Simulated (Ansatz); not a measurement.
# Structure relaxation, Y

The start is a generated trial cell of Y in the hcp structure type. The structure is fully relaxed (lattice and positions, P = 0) with r2SCAN (plane waves to 500 eV, PAW, scalar-relativistic; Ansatz, an electronic-structure program). The first steps use a coarse 10×10×6 k-mesh.

The start:
```
CELL_PARAMETERS angstrom
      3.65000     0.00000     0.00000
     -1.82500     3.16099     0.00000
      0.00000     0.00000     5.73415
ATOMIC_POSITIONS crystal
  Y  0.33333 0.66667 0.75000
  Y  0.66667 0.33333 0.25000
```

```yaml
outcome: The space group stays P6₃/mmc (No. 194) (the run could not lower it); the end is hcp (Mg type), with 2 atoms in the primitive cell
energy_released: under 0.01 eV/atom
volume_change: +1.2 %, from 33.08 to 33.46 Å³/atom
band_gap_at_the_end: no gap (metallic)
optimiser_moves: 4
```

Relaxed structure:

```cif
data_Y2
_chemical_formula_sum 'Y2'
_space_group_name_H-M_alt 'P63/mmc'
_space_group_IT_number 194
_space_group_name_Hall '-P 6c 2c'
_cell_length_a 3.68257
_cell_length_b 3.68257
_cell_length_c 5.69848
_cell_angle_alpha 90.000
_cell_angle_beta 90.000
_cell_angle_gamma 120.000
loop_
_atom_site_label
_atom_site_type_symbol
_atom_site_symmetry_multiplicity
_atom_site_Wyckoff_symbol
_atom_site_fract_x
_atom_site_fract_y
_atom_site_fract_z
_atom_site_occupancy
Y1 Y 2 d 0.66667 0.33333 0.25000 1
```

Final values are on a 15×15×8 k-mesh of the relaxed cell. No spin polarisation in the result.

The run could not lose the symmetry of its start; a randomly shaken copy of 2 atoms returns to this structure.

All atoms sit on sites fixed by symmetry, so only the cell could relax.
